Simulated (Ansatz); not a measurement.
**Data sheet: IrC (DFT)**

IrC:
```yaml
crystal:
  lattice:
    - [3.01568, 0.00000, 0.00000]
    - [-1.50784, 2.61165, 0.00000]
    - [0.00000, 0.00000, 2.64341]
  atoms:
    - { symbol: Ir, position: [0.00000, 0.00000, 0.00000] }
    - { symbol: C, position: [0.33333, 0.66667, 0.50000] }
```

Space group P-6m2 (No. 187); conventional cell a = b = 3.016 Å, c = 2.643 Å, α = β = 90.00°, γ = 120.00°.

Method: the program Ansatz at the PBEsol level (PAW). The cell and atoms are relaxed at this level. Other levels are named where they apply.

**Cell and energy**

```
Property                                                     Result
-----------------------------------------------------  ------------
Volume per atom                                            10.41 Å³
Density                                                 16.29 g/cm³
Formation energy from the elements (no fitted shifts)  1.17 eV/atom
```

**Electronic structure**

```
Item                                                                        Result
------------------------------------  --------------------------------------------
Electronic character                                             metallic (no gap)
Density of states at the Fermi level  0.69 states/eV per atom (mean over ±0.08 eV)
Gap with spin–orbit coupling                                       none (metallic)
```

**Mechanics**

```
Property                                                                                       Value
--------------------------------------------  ------------------------------------------------------
Bulk modulus (Birch–Murnaghan fit)                                                           351 GPa
Pressure derivative B′                                                                           4.7
Elastic constants (relaxed ions, GPa)         C11 = 459, C12 = 322, C13 = 212, C33 = 834, C44 = 74.0
Mechanical stability                                          stable (all eigenvalues of C positive)
Hill bulk and shear moduli                                                          356 and 96.8 GPa
Young's modulus                                                                              266 GPa
Poisson's ratio                                                                                 0.38
Debye temperature from the elastic constants                                                   375 K
```

**Phonons**

```
Item                                                     Result
-----------------------------  --------------------------------
Highest zone-centre frequency                          453 cm⁻¹
Zone-centre stability          unstable, softest mode 126i cm⁻¹
```

The start of the workflow was typed in or built on a structure type; neither database checked (COD, Materials Project) lists it. Its standing as an ambient phase is unchecked. Symmetry was held in the PBEsol relaxation. The run is not spin-polarised. Its formation energy is positive at this level, so the cell may be metastable or incomplete. As this level gives no gap, shear constants depend on the k-mesh and smearing (Fermi–Dirac, 0.1 eV here). As this level gives no gap, phonon frequencies hold no LO–TO term and depend on the k-mesh and smearing (Fermi–Dirac, 0.1 eV here). On the denser mesh and wider smearing of the elastic run this cell carries a stress of 0.8 GPa. The references are the lowest solids computed at this level, not always the standard phases. Spin–orbit coupling is left out wherever it is not named.

Potentials: the earlier of the program's two PAW sets. The files were generated under PBE; for other functionals the program regenerates the frozen cores, and for LDA and PBEsol the local potential too.
